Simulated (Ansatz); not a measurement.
BAs:
```yaml
crystal:
  lattice:
    - [3.26278, 0.00000, 0.00000]
    - [-1.63139, 2.82565, 0.00000]
    - [0.00000, 0.00000, 5.44673]
  atoms:
    - { symbol: B, position: [0.00000, 0.00000, 0.00000] }
    - { symbol: B, position: [0.00000, 0.00000, 0.50000] }
    - { symbol: As, position: [0.33333, 0.66667, 0.25000] }
    - { symbol: As, position: [0.66667, 0.33333, 0.75000] }
```

Relaxed with PBE. Special points in fractions of this cell's reciprocal vectors: Γ (0.000, 0.000, 0.000); M (0.500, 0.000, 0.000); K (0.333, 0.333, 0.000); A (0.000, 0.000, 0.500); L (0.500, 0.000, 0.500); H (0.333, 0.333, 0.500).

### Question
List the band energies nearest the Fermi level at these points for PBE with spin–orbit coupling (plane waves, PAW; program Ansatz).

### Answer
In eV from the Fermi level; about four levels below and three above (degenerate sets whole), none deeper than 8.9 eV; points with the same levels are listed once.

```json
[
 {"k": "Γ", "below": "-0.74 -0.74 -0.62 -0.62", "above": "0.12 0.12 1.26 1.26"},
 {"k": "M", "below": "-5.49 -5.49 -3.61 -3.61", "above": "1.06 1.06 1.17 1.17"},
 {"k": "K", "below": "-4.24 -4.24 -4.20 -4.20", "above": "4.04 4.04 7.18 7.18"},
 {"k": "A", "below": "-5.23 -5.23 -5.23 -5.23", "above": "0.06 0.06 0.06 0.06"},
 {"k": "L", "below": "-0.79 -0.79 -0.79 -0.79", "above": "3.35 3.35 3.35 3.35"},
 {"k": "H", "below": "-0.14 -0.14 -0.11 -0.11", "above": "0.43 0.43 0.53 0.53"}
]
```

Space group P6_3/mmc (NiAs type). The start of the workflow was typed in or built on a structure type; neither database checked (COD, Materials Project) lists it. It is not the phase usual at ambient conditions (space group No. 216). Symmetry was held in the PBE relaxation; its stability against distortions is not shown here. Its formation energy is positive at this level, so the cell may be metastable or incomplete.

Potentials: the later of the program's two PAW sets.
